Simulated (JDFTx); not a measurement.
- surface: ZrSi2(010), Si outermost, slab composition Zr4Si8
- bulk: ZrSi2, Cmcm, lattice of mp-1515 (not re-optimised)
- slab: 12 atoms in 10 planes, 1x1, 13.3 Å between the outermost planes
- in-plane cell: 3.673 × 3.683 Å, 13.53 Å²
- cell height: 29.3 Å
- sampling: 6×6×1 k mesh, Fermi smearing 0.01 Ha, no spin polarisation

Whether this polymorph is the ambient one wasn't checked. Neither spin polarisation nor a larger cell was tried.

Level of theory: PBE, GBRV ultrasoft potentials, plane waves to 20/100 Ha; code: JDFTx (a modified build). Vacuum. The outer atoms relax from bulk positions, keeping the cell's symmetry; the lattice is not PBE's own optimum in this code, and that strain can shift the moves by a few hundredths of an ångström. Input:

```
lattice \
  6.9414364873 0.0000000000 0.0000000000 \
  0.0000000000 6.9607683855 0.0000000000 \
  0.0000000000 0.0000000000 55.3689754515
coords-type Lattice
ion Si 0.2500000000 0.5000000000 -0.2276553290 1
ion Si 0.7500000000 0.5000000000 -0.1270137470 0
ion Si 0.2500000000 0.0000000000 -0.1267599730 0
ion Si 0.7500000000 0.0000000000 -0.0261183910 0
ion Si 0.2500000000 0.0000000000 0.0261183910 0
ion Si 0.7500000000 0.0000000000 0.1267599730 0
ion Si 0.2500000000 0.5000000000 0.1270137470 0
ion Si 0.7500000000 0.5000000000 0.2276553290 1
ion Zr 0.7500000000 0.0000000000 -0.2000193710 1
ion Zr 0.2500000000 0.5000000000 -0.0537543490 0
ion Zr 0.7500000000 0.5000000000 0.0537543490 0
ion Zr 0.2500000000 0.0000000000 0.2000193710 1
ion-species pseudo/si_pbe_v1.upf
ion-species pseudo/zr_pbe_v1.upf
elec-cutoff 20 100
elec-ex-corr gga-PBE
coulomb-interaction Slab 001
coulomb-truncation-embed 0 0 0
kpoint-folding 6 6 1
elec-smearing Fermi 0.01
lcao-params 10
elec-n-bands 57
electronic-scf nIterations 100 energyDiffThreshold 1e-07
ionic-minimize nIterations 10 energyDiffThreshold 1e-5 knormThreshold 4e-4
dump-name vac.$VAR
dump End State Ecomponents EigStats BandEigs Forces ElecDensity IonicPositions Fillings Kpoints Dtot
```

How far do the free atoms of the upper face move along the normal, and how much energy is released?

Si (atom 8) -0.27 Å, Zr (atom 12) -0.02 Å (positive: outward). The free energy falls by 0.145 eV per cell, 86 mJ/m².
